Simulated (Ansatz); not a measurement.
BeSe:
```
CELL_PARAMETERS angstrom
      3.61512     0.00000     0.00000
     -1.80756     3.13079     0.00000
      0.00000     0.00000     5.96395
ATOMIC_POSITIONS crystal
  Be 0.33333 0.66667 0.99936
  Se 0.66667 0.33333 0.12564
  Be 0.66667 0.33333 0.49936
  Se 0.33333 0.66667 0.62564
```

Relaxed with PBEsol. Special points in fractions of this cell's reciprocal vectors: Γ (0.000, 0.000, 0.000); M (0.500, 0.000, 0.000); K (0.333, 0.333, 0.000); A (0.000, 0.000, 0.500); L (0.500, 0.000, 0.500); H (0.333, 0.333, 0.500).

Question: List the band energies nearest the valence-band maximum at these points for the program Ansatz at the PBEsol with spin–orbit coupling level (PAW).

Answer: In eV from the valence-band maximum; about four levels below and three above (degenerate sets whole), none deeper than 8.9 eV; points with the same levels are listed once.

```tsv
k	below	above
Γ	-0.11 -0.11 0.00 0.00	3.83 3.83 4.06 4.06
M	-2.57 -2.57 -1.32 -1.32	3.10 3.10 4.52 4.52
K	-3.23 -3.18 -3.10 -3.10	2.94 2.94 7.57
A	-0.69 -0.69 -0.69 -0.69	4.22 4.22 4.22 4.22
L	-2.14 -2.14 -2.14 -2.14	3.17 3.17 3.17 3.17
H	-1.88 -1.88 -1.82 -1.82	4.35 4.35 4.35 4.35
```

Space group P6_3mc (wurtzite). The start of the workflow was typed in or built on a structure type; neither database checked (COD, Materials Project) lists it. COD files the formula under space group No. 216. Whether it is the stable phase at ambient conditions was not checked. Symmetry was held in the PBEsol relaxation; whether a distortion lowers the energy is not shown.

Potentials: the earlier of the program's two PAW sets. The files were generated under PBE; for other functionals the program regenerates the frozen cores, and for LDA and PBEsol the local potential too.
